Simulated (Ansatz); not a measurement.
The relaxed structure here is a generated cell of SnS2: the first start was made by placing the elements on the sites of a structure type, and the end was not matched to a known phase here, so it may be hypothetical. Known forms of SnS2 include space group No. 164.

A relaxed structure of SnS₂. Space group P4₂/mnm (No. 136), rutile type. Computed with PBE (plane waves to 420 eV, PAW, scalar-relativistic; Ansatz, a first-principles code).

```cif
data_S4Sn2
_chemical_formula_sum 'Sn2 S4'
_space_group_name_H-M_alt 'P 1'
_space_group_IT_number 1
_cell_length_a 6.20058
_cell_length_b 6.20058
_cell_length_c 3.80650
_cell_angle_alpha 90.000
_cell_angle_beta 90.000
_cell_angle_gamma 90.000
loop_
_space_group_symop_operation_xyz
  'x, y, z'
loop_
_atom_site_label
_atom_site_type_symbol
_atom_site_fract_x
_atom_site_fract_y
_atom_site_fract_z
_atom_site_occupancy
Sn1 Sn 0.00000 0.00000 0.00000 1
Sn2 Sn 0.50000 0.50000 0.50000 1
S1 S 0.30824 0.30824 0.00000 1
S2 S 0.80824 0.19176 0.50000 1
S3 S 0.19176 0.80824 0.50000 1
S4 S 0.69176 0.69176 0.00000 1
```

```yaml
volume_per_atom: 24.39 Å³
band_gap: zero (the bands touch at this level, without spin-orbit coupling)
shortest_distances: S–Sn 2.54 Å; S–S 3.36 Å
k-mesh: 6×6×9
```

Band energies at high-symmetry points (eV from the Fermi level; labels of this space group; no spin-orbit coupling), from −5 eV up to 3.7 eV:

```tsv
point	energies
Γ	-4.03 -4.03 -3.55 -3.38 -2.84 -2.05 -1.14 -1.14 -0.97 -0.52 -0.52 0.17 1.75 3.12 3.12
X	-2.88 -2.88 -2.85 -2.85 -1.95 -1.95 -1.04 -1.04 -0.62 -0.62 1.01 1.01 3.64 3.64
M	-3.77 -3.77 -2.77 -2.77 -1.54 -1.54 -1.20 -1.20 -1.07 -1.07 1.03 1.03
Z	-4.29 -4.29 -3.82 -3.82 -2.69 -2.69 -1.38 -1.38 -1.31 -1.31 1.26 1.26
R	-4.96 -4.96 -4.18 -4.18 -1.89 -1.89 -0.91 -0.91 -0.90 -0.90 1.81 1.81 2.76 2.76
A	-4.62 -4.62 -3.22 -3.22 -2.61 -2.61 -1.03 -1.03 -0.76 -0.76 0.70 0.70
```

No spin polarisation in the result. The gap comes from the SCF mesh and the high-symmetry points alone.

The run could not lower the symmetry of its start; a shaken copy of this end point relaxes with PBE to Pmn2₁ (No. 31), 0.06 eV/atom lower.
